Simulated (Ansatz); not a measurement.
## Pt: energy along a strain

Pt, P6_3/mmc, a = 2.733 Å, c = 4.765 Å. This isn't the element's structure at ambient conditions. Ansatz: r2SCAN, PAW, 500 eV, Γ-centred 24×24×12 mesh on 2 atoms, Gaussian smearing 0.15 eV; no spin polarisation. Cell vectors (Å): 2.733 0.000 0.000; -1.366 2.367 0.000; 0.000 0.000 4.765. The cell is strained by x per cent times the pattern (1 -1 0 0 0 0) in the order xx yy zz yz xz xy (engineering shears), with fractional coordinates held. y is the free energy over the start, V0 = 15.412 Å³/atom.

```tsv
x (%)	y (meV/atom)
-4.00	?
-2.00	10.29
0.00	0.00
1.00	2.36
3.00	19.59
4.00	33.22
```

Fit y = c2 x² + c3 x³ to the other rows, get the stiffness along the pattern, and predict the missing energy.

Least squares on the rows shown. y = 2.4161 x² − 0.084090 x³. The clamped-ion stiffness p·C·p = 2 × 24.16 eV × 160.2 / 15.412 Å³ = 502 GPa. At x = -4.00 the fit asked for gives 44.04 meV/atom. The run gave 42.90 meV/atom, so the fit is 1.14 meV/atom too high, 2.7 % of the span of the series, against an rms of 0.07 meV/atom on the fitted rows. The row lies outside the fitted range. With a term in x⁴ added, a fit to the same known rows predicts 42.90 meV/atom, so most of the miss is curvature that the known rows already hold.

Spin–orbit coupling is left out, which can shift energies with elements as heavy as these.